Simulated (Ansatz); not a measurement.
Computed properties of ZrAl3

ZrAl3:
```
CELL_PARAMETERS angstrom
      4.07113     0.00000     0.00000
      0.00000     4.07113     0.00000
      0.00000     0.00000     4.07113
ATOMIC_POSITIONS crystal
  Zr 0.00000 0.00000 0.00000
  Al 0.00000 0.50000 0.50000
  Al 0.50000 0.00000 0.50000
  Al 0.50000 0.50000 0.00000
```

Space group Pm-3m (No. 221), Cu3Au type; conventional cell a = b = c = 4.0711 Å, α = β = γ = 90.00°.

Method: PBEsol in the plane-wave PAW code Ansatz. Structure relaxed to zero pressure with the same functional. Other levels are named where they apply.

Cell and energy:

```
Property                                                       Value
-----------------------------------------------------  -------------
Volume per atom                                             16.87 Å³
Density                                                   4.24 g/cm³
Formation energy from the elements (no fitted shifts)  -0.47 eV/atom
```

Electronic structure:

```
Item                                                                        Result
------------------------------------  --------------------------------------------
Electronic character                                             metallic (no gap)
Density of states at the Fermi level  0.46 states/eV per atom (mean over ±0.08 eV)
Gap with spin–orbit coupling                                       none (metallic)
```

Mechanics:

```
Property                                                                       Value
--------------------------------------------  --------------------------------------
Bulk modulus (Birch–Murnaghan fit)                                           109 GPa
Pressure derivative B′                                                           4.0
Elastic constants (relaxed ions, GPa)              C11 = 192, C12 = 67.9, C44 = 79.9
Mechanical stability                          stable (all eigenvalues of C positive)
Hill bulk and shear moduli                                          109 and 72.1 GPa
Young's modulus                                                              177 GPa
Poisson's ratio                                                                 0.23
Debye temperature from the elastic constants                                   530 K
```

Phonons:

```
Item                                           Result
-----------------------------  ----------------------
Highest zone-centre frequency               329 cm^-1
Zone-centre stability          no imaginary mode at Γ
```

The first step of the workflow began from a Materials Project structure, measured or hypothetical; the Crystallography Open Database copy checked does not list it. COD files the formula under space group No. 139, so this cell is another polymorph or a model. With Zr and Al taken as one species the cell has the higher symmetry Fm-3m, so it may be an ordered model of a mixed-site phase. Its standing as an ambient phase is unchecked. The PBEsol relaxation kept the symmetry of its start. No spin polarisation was allowed. As this level gives no gap, shear constants depend on the k-mesh and smearing (Fermi–Dirac, 0.1 eV here). As this level gives no gap, phonon frequencies hold no LO–TO term and depend on the k-mesh and smearing (Fermi–Dirac, 0.1 eV here). The references are the lowest solids computed at this level, not always the standard phases. Scalar-relativistic: spin–orbit coupling is off unless named, which matters more the heavier the elements.

Potentials: the later of the program's two PAW sets.
